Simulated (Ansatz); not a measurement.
Given:

VN:
```yaml
crystal:
  lattice:
    - [3.90183, 0.00000, 0.00000]
    - [0.00000, 3.90183, 0.00000]
    - [0.00000, 0.00000, 3.90183]
  atoms:
    - { symbol: V, position: [0.00000, 0.50000, 0.50000] }
    - { symbol: V, position: [0.50000, 0.00000, 0.50000] }
    - { symbol: V, position: [0.50000, 0.50000, 0.00000] }
    - { symbol: N, position: [0.50000, 0.00000, 0.00000] }
    - { symbol: N, position: [0.00000, 0.50000, 0.00000] }
    - { symbol: N, position: [0.00000, 0.00000, 0.50000] }
```
The run is spin-polarised; directions of the spins, atom by atom: 0 0 0 0 0 0.

This is the PBEsol-relaxed structure.

All from PBEsol in the plane-wave PAW code Ansatz, unless another level is named. Give the electronic character.

metallic (no gap).

Give the formation energy from the elements (no fitted shifts).

-0.67 eV/atom.

And the density of states at the Fermi level?

1.1 states/eV per atom (mean over ±0.08 eV).

Space group Pm-3m. The start of the workflow was typed in or built on a structure type; neither database checked (COD, Materials Project) lists it. It is not the phase usual at ambient conditions (space group No. 225). The cell was relaxed with PBEsol under the symmetry of its start; whether a distortion lowers the energy is not shown. Magnetic state: ferromagnetic, the only order run, not a proven ground state. No Hubbard U is applied. The references are the lowest solids computed at this level, not always the standard phases (solids in place of the gases).

Potentials: the earlier of the program's two PAW sets. The files were generated under PBE; for other functionals the program regenerates the frozen cores, and for LDA and PBEsol the local potential too.
